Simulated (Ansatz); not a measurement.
BN:
Space group R3m, hexagonal axes (No. 160); a = b = 2.498 Å, c = 9.873 Å, α = β = 90.00°, γ = 120.00°

```tsv
atom	site	symmetry	x	y	z
B	3a	3m	0.0000	0.0000	0.9997
N	3a	3m	0.0000	0.0000	0.3328
```
(The calculation used a cell of 2 atoms; values per cell refer to that cell.)

Relaxed at zero pressure with plane-wave PAW r²SCAN+D4 (Ansatz code).

Task: The volume is raised by 6 % and shape and atoms relax at that volume. What pressure results, and how do the axes share the change?

Result: -1.3 GPa; a 0.1 %, b 0.1 %, c 5.7 %; the energy rises by 3 meV/atom.

Task: Give the new structure.

Result: 
Space group R3m, hexagonal axes (No. 160); a = b = 2.5010 Å, c = 10.4371 Å, α = β = 90.00°, γ = 120.00°

```json
[
 {"atom": "B", "site": "3a", "symmetry": "3m", "x": "0.0000", "y": "0.0000", "z": "0.0004"},
 {"atom": "N", "site": "3a", "symmetry": "3m", "x": "0.0000", "y": "0.0000", "z": "0.6672"}
]
```

The phase is kept; no other phase was compared at this pressure.

The first step of the workflow began from a Materials Project structure, measured or hypothetical; the Crystallography Open Database copy checked does not list it. It is not the phase usual at ambient conditions (space group No. 186, 194, 216). The r²SCAN+D4 relaxation kept the symmetry of its start; its stability against distortions is not shown here.

Potentials: the earlier of the program's two PAW sets. The files were generated under PBE; for other functionals the program regenerates the frozen cores, and for LDA and PBEsol the local potential too.
